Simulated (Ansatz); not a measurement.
Loss of H2O from NaH₃C₄O₅

Level of theory: DFT PBE+D3(BJ), scalar-relativistic, plane waves, PAW (Ansatz 0.2.0).

Settings: cutoff 420 eV, Γ-centred mesh 6×4×2 on the computed 26-atom cell, Gaussian smearing of 0.02 eV; no spin polarisation for the host; each changed cell takes a mesh and smearing chosen by its own gap and starts from the host's moments or customary ones, or runs without spin. Cells and atoms are relaxed to the nearest stationary point that keeps the symmetry of their start (forces under 0.02 to 0.04 eV/Å, stress under 0.1 to 0.2 GPa); energies are at zero smearing, without zero-point or thermal terms.

Relaxed crystal, with 2 H2O in the cell:

```yaml
crystal:
  lattice:
    - [3.66048, 0.00000, -0.00590]
    - [0.00000, 8.14715, 0.00000]
    - [-1.33049, 0.00000, 9.32363]
  atoms:
    - { symbol: Na, position: [0.46826, 0.13655, 0.35382] }
    - { symbol: Na, position: [0.46826, 0.86345, 0.85382] }
    - { symbol: H, position: [0.92234, 0.03612, 0.13311] }
    - { symbol: H, position: [0.92234, 0.96388, 0.63311] }
    - { symbol: H, position: [0.88721, 0.22773, 0.12853] }
    - { symbol: H, position: [0.88721, 0.77227, 0.62853] }
    - { symbol: H, position: [0.72327, 0.49479, 0.97660] }
    - { symbol: H, position: [0.72327, 0.50521, 0.47660] }
    - { symbol: C, position: [0.32080, 0.55409, 0.28028] }
    - { symbol: C, position: [0.32080, 0.44591, 0.78028] }
    - { symbol: C, position: [0.07442, 0.55913, 0.14649] }
    - { symbol: C, position: [0.07442, 0.44087, 0.64649] }
    - { symbol: C, position: [0.08474, 0.73731, 0.13988] }
    - { symbol: C, position: [0.08474, 0.26269, 0.63988] }
    - { symbol: C, position: [0.33197, 0.73886, 0.28312] }
    - { symbol: C, position: [0.33197, 0.26114, 0.78312] }
    - { symbol: O, position: [0.91263, 0.13421, 0.19454] }
    - { symbol: O, position: [0.91263, 0.86579, 0.69454] }
    - { symbol: O, position: [0.47222, 0.44144, 0.36024] }
    - { symbol: O, position: [0.47222, 0.55856, 0.86024] }
    - { symbol: O, position: [0.90742, 0.44500, 0.06479] }
    - { symbol: O, position: [0.90742, 0.55500, 0.56479] }
    - { symbol: O, position: [0.95104, 0.84321, 0.05121] }
    - { symbol: O, position: [0.95104, 0.15679, 0.55121] }
    - { symbol: O, position: [0.47938, 0.84376, 0.36570] }
    - { symbol: O, position: [0.47938, 0.15624, 0.86570] }
```

Cases: (1) atoms 3, 4, 5, 6, 17, 18 removed; (2) atoms 3, 5, 17 removed.

**Question.** What does it cost to move each H2O into the gas, before and after the rest relaxes?

**Answer.**
```tsv
case	H2O removed	left	frozen (eV each)	relaxed (eV each)	relaxed (kJ/mol)	ΔV (%)	space group	gap (eV)
1	2	NaHC4O4	1.36	1.14	110	+0.4	Pc	2.62
2	1	Na2H4C8O9	1.40	1.25	120	-0.8	P1	2.64
```

The emptied cells are the nearest stationary points found and need not be the stable phases of those compositions.

Cost: 3 runs of about 20 core-minutes in all, on Arm Neoverse V2 (shared hosts).